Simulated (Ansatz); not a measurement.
Nb3In (A15 (Cr3Si type), Pm-3n), r²SCAN in the plane-wave PAW code Ansatz, all energies at zero smearing, with the estimated change up to a 700 eV cutoff added, with one set of potentials and settings (totals compare only within such a set). Cell of 8 atoms (6 Nb, 2 In): -38605.863 eV.

```json
[
 {"element": "Nb", "reference phase": "Im-3m, 1 atoms in the cell", "E (eV/atom)": "-4563.6321"},
 {"element": "In", "reference phase": "I4/mmm, 1 atoms in the cell", "E (eV/atom)": "-5611.8204"}
]
```

Formation energy per atom, worked out: (-38605.863 − 6×(-4563.6321) − 2×(-5611.8204))/8 = -0.054 eV/atom (-5 kJ per mol of atoms), at 0 K, without zero-point energy or fitted corrections.

The first step of the workflow began from a Materials Project structure, measured or hypothetical; the Crystallography Open Database files this formula in space group No. 223, but the cells were not matched. Whether it is the stable phase at ambient conditions was not checked. Symmetry was held in the r²SCAN relaxation; whether a distortion lowers the energy is not shown. The run is not spin-polarised. The references are the lowest solids computed at this level, not always the standard phases.

Potentials: the later of the program's two PAW sets.
